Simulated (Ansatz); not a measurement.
A trial structure of Ta3S5 was built thus: random cell by space group and Wyckoff sites (P6/mmm, No. 191). Its size is a rough estimate.

```
Ta S
1.0
     6.08630    0.00000    0.00000
    -3.04315    5.27089    0.00000
     0.00000    0.00000    9.60327
Ta S
3 5
Direct
  0.50000 0.00000 0.00000
  0.00000 0.50000 0.00000
  0.50000 0.50000 0.00000
  0.50000 0.00000 0.50000
  0.00000 0.50000 0.50000
  0.50000 0.50000 0.50000
  0.00000 0.00000 0.67090
  0.00000 0.00000 0.32910
```

All numbers below come from DFT PBE, scalar-relativistic, plane waves, PAW (Ansatz). Cutoff 420 eV, Gaussian smearing, Γ-centred meshes. Cell and atoms relax first on a coarse mesh and then on a finer one. In between, the cell is made exact in the group found at 0.06 Å. In metals the finer mesh still leaves noise of several meV/atom or more. The steps can't lower the symmetry of their start. No spin polarisation.

A guess keeps its type if space group and coordination stay and the shape of the cell changes little (axis ratios within about 15 %, angles within 6°); the volume may change.

**Question.** Does this structure survive the relaxation?

**Answer.** It doesn't keep its type. The symmetry stays P6/mmm (No. 191). The volume per atom shrinks by 49.7 %, from 38.5 to 19.4 Å³. The shortest distance goes from 3.04 Å (S–S and Ta–Ta) to 1.97 Å (S–S). The ratio c/a of the conventional cell changes by a factor of 0.47. Counting neighbours within 15 % of an atom's shortest distance, the start has S 7/8, Ta 4 and the end S 1/2, Ta 2. In detail, at the end around Ta lie 2 S at 2.31 Å and 4 Ta at 3.11 Å; around S on a site of symmetry mmm lie 2 Ta at 2.31 Å; S on a site of symmetry 6mm is surrounded by 1 S at 1.97 Å.

```
Ta S
1.0
     6.21534    0.00000    0.00000
    -3.10767    5.38265    0.00000
     0.00000    0.00000    4.62901
Ta S
3 5
Direct
  0.50000 0.00000 0.00000
  0.00000 0.50000 0.00000
  0.50000 0.50000 0.00000
  0.50000 0.00000 0.50000
  0.00000 0.50000 0.50000
  0.50000 0.50000 0.50000
  0.00000 0.00000 0.71317
  0.00000 0.00000 0.28683
```

The last run used a 6×6×8 mesh (in the run's order of axes) for its 8-atom cell and Gaussian smearing of 0.10 eV. Spin–orbit coupling, which can matter for Ta, is left out. An odd number of electrons in the primitive cell allows no gap without spin; a larger cell or a magnetic state could open one. The cell is a metal run without spin; a magnetic state may lie lower. Symmetry constrained the relaxation, so the result can be a saddle point.

In counts of neighbours, a slash parts the counts of unlike sites.
